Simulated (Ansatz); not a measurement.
What DFT gives for YbAs₄Pt

```
CELL_PARAMETERS angstrom
0.00000 3.79244 3.79244
3.79244 0.00000 3.79244
3.79244 3.79244 0.00000
ATOMIC_POSITIONS crystal
As 0.37413 0.37413 0.37413
As 0.87761 0.37413 0.37413
As 0.37413 0.37413 0.87761
As 0.37413 0.87761 0.37413
Pt 0.00000 0.00000 0.00000
Yb 0.75000 0.75000 0.75000
```

Single point in Ansatz 0.2.0 with PBE, no spin polarisation. Cutoff 420 eV, PAW datasets, 6×6×6 Γ-centred k mesh, fermi-dirac filling (width 0.1 eV).

Task: Is the cell too large or too small?

Result: The pressure is 9.0 GPa (compression positive), so with the atoms held at these fractions the cell would first expand.

Task: Is it stable against the elements?

Result: 0.03 eV an atom against the elements' usual phases (free molecules for gases, crystals otherwise, with no correction for O₂ or N₂), too near zero to call. Relaxing would lower it.

Task: Is there a gap?

Result: It is a metal, with about 3 states/eV a cell as the mean within 0.25 eV of the Fermi level, mostly Yb f (32 %), As p (30 %) and Pt d (13 %).

Task: Describe some of the short contacts.

Result: As–As at 2.66 Å: least valence density 0.35 e/Å³ and ELF 0.46 there. Pt–As at 3.14 Å: least valence density 0.18 e/Å³ and ELF 0.21 there. Yb–As at 3.15 Å: least valence density 0.14 e/Å³ and ELF 0.12 there. These are pseudo-fields; inside the PAW spheres they differ from the all-electron ones.

Origin: a known structure type with other elements, at an estimated volume, so it need not be a known compound. Caveats: no spin polarisation, so a magnetic state may lie lower; f levels without a U or exact exchange are poorly placed.
